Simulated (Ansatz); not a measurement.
**⁴¹K NMR of the central transition in K2ZrO3**

Cell: an entry of the Crystallography Open Database (COD), its atoms then relaxed with PBE in this cell.

Space group Pnma (No. 62); a = 5.9300, b = 10.4800, c = 7.0300 Å.

```csv
site,Wyckoff,site symmetry,x,y,z
K,8d,1,0.2652,0.5858,0.1138
Zr,4c,.m.,0.2790,0.2500,0.1596
O13,4c,.m.,0.1613,0.7500,0.3923
O17,8d,1,0.0171,0.1212,0.2306
```

One atom of each set is listed.

All values are calculated (Ansatz; DFT, PBE, plane waves and PAW, scalar-relativistic, 420 eV cutoff, Γ-centred 4×3×4 k-points, Fermi–Dirac smearing 0.02 eV), not measured.

⁴¹K has I = 3/2 and Q = 73.40 mb (Pyykkö 2018); at 9.4 T its Larmor frequency is ν₀ = 10.3 MHz. Only the quadrupole interaction is simulated: positions count from each site's isotropic chemical shift, and J coupling is left out, as are shift anisotropy and dipolar coupling, which fast spinning averages.

Task: Simulate the second-order pattern (fast magic-angle spinning, Gaussian broadening 1 kHz) of site K (6 O at 2.68–3.01 Å).

Result: The calculation gives C_Q = 2.54 MHz and η = 0.35, so ν_Q = 1.27 MHz and the centre of gravity lies at -1598 ppm (-16.4 kHz).

```tsv
offset (kHz)	height
-42.09	0
-40.73	1
-39.38	8
-38.02	9
-36.66	9
-35.31	9
-33.95	9
-32.59	10
-31.24	10
-29.88	17
-28.52	36
-27.17	41
-25.81	46
-24.46	55
-23.10	89
-21.74	95
-20.39	74
-19.03	67
-17.67	65
-16.32	64
-14.96	66
-13.60	70
-12.25	77
-10.89	100
-9.53	95
-8.18	73
-6.82	64
-5.46	57
-4.11	53
-2.75	37
-1.40	2
-0.04	0
```

The relaxation (6 steps) took 9.7 min of wall time (9.7 min of CPU time) and 1.2 GiB at its peak, on 1 thread of Arm Neoverse N1 (aarch64; 8 cores open to the job, memory cap 3.0 GiB, no GPU), a shared host with a load of 0.3 a core.
